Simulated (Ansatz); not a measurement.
Relaxed-ion elastic tensor of NaF (rock salt, Fm-3m) in GPa (Voigt order), PBEsol (plane waves, PAW; program Ansatz); density 2.81 g/cm³, 12.40 Å³ per atom.

```
      1     2     3     4     5     6
-  ----  ----  ----  ----  ----  ----
1   101  22.1  22.1   0.0   0.0   0.0
2  22.1   101  22.1   0.0   0.0   0.0
3  22.1  22.1   101   0.0   0.0   0.0
4   0.0   0.0   0.0  27.2   0.0   0.0
5   0.0   0.0   0.0   0.0  27.2   0.0
6   0.0   0.0   0.0   0.0   0.0  27.2
```

Question: Is the crystal mechanically stable?

Answer: Yes: the smallest eigenvalue of C is 27.2 GPa.

Question: Work out the Voigt, Reuss and Hill averages.

Answer: K_V = 48.5, K_R = 48.5, K_H = 48.5; G_V = 32.2, G_R = 31.1, G_H = 31.6 GPa.

Question: Give Young's modulus, Poisson's ratio, Pugh's ratio and the universal anisotropy index.

Answer: E = 9KG/(3K + G) = 77.9 GPa; ν = 0.23; K/G = 1.53 (brittle by the Pugh limit of 1.75); A_U = 5G_V/G_R + K_V/K_R − 6 = 0.17.

Question: Estimate the sound speeds and the Debye temperature.

Answer: v_l = √((K + 4G/3)/ρ) = 5680 m/s, v_t = √(G/ρ) = 3350 m/s, mean 3720 m/s; Θ = (h/k)(3n/4πV)^(1/3) v_m = 478 K.

Question: Give the Zener ratio and Young's modulus along [100], [110] and [111].

Answer: A = 2C44/(C11 − C12) = 0.69; 1/E = S11 − 2(S11 − S12 − S44/2)Γ with Γ = 0, 1/4, 1/3 gives 93.3, 73.6, 68.8 GPa.

Question: Solve the Christoffel equation for the three sound speeds along [100], [110], [111].

Answer: Eigenvalues of C_ijkl n_j n_l equal ρv². In km/s, slowest first: [100] 3.11, 3.11, 6.00; [110] 3.11, 3.75, 5.62; [111] 3.55, 3.55, 5.49.

The PBEsol relaxation kept the symmetry of its start.

Potentials: the earlier of the program's two PAW sets. The files were generated under PBE; for other functionals the program regenerates the frozen cores, and for LDA and PBEsol the local potential too.
